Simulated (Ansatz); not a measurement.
ZrRu (rock salt, Fm-3m) under volume change, plane-wave PAW PBE (Ansatz code), scaled uniformly.

```json
[
 {"V (Å³/atom)": "17.479", "E − E(relaxed) (meV/atom)": "80.3", "P (GPa)": "16.16"},
 {"V (Å³/atom)": "18.055", "E − E(relaxed) (meV/atom)": "33.7", "P (GPa)": "9.90"},
 {"V (Å³/atom)": "18.631", "E − E(relaxed) (meV/atom)": "8.0", "P (GPa)": "4.56"},
 {"V (Å³/atom)": "19.207", "E − E(relaxed) (meV/atom)": "0.0", "P (GPa)": "0.00"},
 {"V (Å³/atom)": "19.784", "E − E(relaxed) (meV/atom)": "7.2", "P (GPa)": "-3.90"},
 {"V (Å³/atom)": "20.360", "E − E(relaxed) (meV/atom)": "27.4", "P (GPa)": "-7.23"},
 {"V (Å³/atom)": "20.936", "E − E(relaxed) (meV/atom)": "58.7", "P (GPa)": "-10.09"}
]
```

What does a third-order Birch–Murnaghan fit give for V₀, B₀ and B′?

V₀ = 19.21 Å³/atom, B₀ = 140 GPa, B′ = 4.2.

The start of the workflow was typed in or built on a structure type; neither database checked (COD, Materials Project) lists it. COD files the formula under space group No. 221. Its standing as an ambient phase is unchecked. The PBE relaxation kept the symmetry of its start; whether a distortion lowers the energy is not shown. The run is not spin-polarised.

Potentials: the later of the program's two PAW sets.
